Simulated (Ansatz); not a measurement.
Consider the following.

ZrSiO:
```cif
data_O2Si2Zr2
_chemical_formula_sum 'Zr2 Si2 O2'
_space_group_name_H-M_alt 'P 1'
_space_group_IT_number 1
_cell_length_a 3.25074
_cell_length_b 3.25074
_cell_length_c 7.21549
_cell_angle_alpha 90.000
_cell_angle_beta 90.000
_cell_angle_gamma 90.000
loop_
_space_group_symop_operation_xyz
  'x, y, z'
loop_
_atom_site_label
_atom_site_type_symbol
_atom_site_fract_x
_atom_site_fract_y
_atom_site_fract_z
_atom_site_occupancy
Zr1 Zr 0.00000 0.50000 0.68925 1
Zr2 Zr 0.50000 0.00000 0.31075 1
Si1 Si 0.50000 0.50000 0.00000 1
Si2 Si 0.00000 0.00000 0.00000 1
O1 O 0.00000 0.50000 0.38832 1
O2 O 0.50000 0.00000 0.61168 1
```

This is the LDA-relaxed structure.

Task: All from DFT-LDA in the program Ansatz with PAW potentials, unless another level is named. Predict the electronic character.

Result: metallic (no gap).

Task: What about the density of states at the Fermi level?

Result: 0.12 states/eV per atom (mean over ±0.08 eV).

Task: Give the formation energy from the elements (no fitted shifts).

Result: -188 kJ/mol of atoms.

Space group P4/nmm. The workflow started from a Materials Project entry (that database holds measured and hypothetical structures alike); the Crystallography Open Database copy checked does not list it. Whether it is the stable phase at ambient conditions was not checked. Symmetry was held in the LDA relaxation; of distortions, only those at the zone centre were tested. The run is not spin-polarised. The references are the lowest solids computed at this level, not always the standard phases (solids in place of the gases). Scalar-relativistic: spin–orbit coupling is off unless named, which matters more the heavier the elements.

Potentials: the later of the program's two PAW sets.
